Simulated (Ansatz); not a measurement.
HgPt: strain energy, fitted

HgPt, P4/mmm, a = 2.977 Å, c = 3.872 Å. The structure is a COD entry; whether it is the stable form wasn't checked. Ansatz: PBEsol, PAW, 420 eV, Γ-centred 14×14×12 mesh on 2 atoms, Gaussian smearing 0.10 eV; no spin polarisation. Series: biaxial strain in the a-b plane, c and atoms relaxed; x is the strain in per cent. y is the free energy over the unstrained cell, V0 = 17.158 Å³/atom.

| x (%) | y (meV/atom) |
| --- | --- |
| -3.0 | 14.59 |
| -2.0 | 6.25 |
| -1.0 | 1.56 |
| 0.0 | 0.00 |
| 1.0 | 1.49 |
| 2.0 | ? |
| 3.0 | 12.84 |

Task: Fit y = c2 x² + c3 x³ to the other rows, turn c2 into a modulus, and predict the missing energy.

Result: Least squares on the rows shown. y = 1.522 x² − 0.03191 x³. In eV per unit strain² c2 is 15.22; M is the biaxial modulus (E = M V0 ε²): 15.22 × 160.2 / (17.158) = 142 GPa. At x = 2.0 the fit asked for gives 5.83 meV/atom. The run gave 5.85 meV/atom, so the fit is 0.02 meV/atom too low, within the rms miss on the fitted rows (0.04 meV/atom).

Spin–orbit coupling is left out, which can shift energies with elements as heavy as these.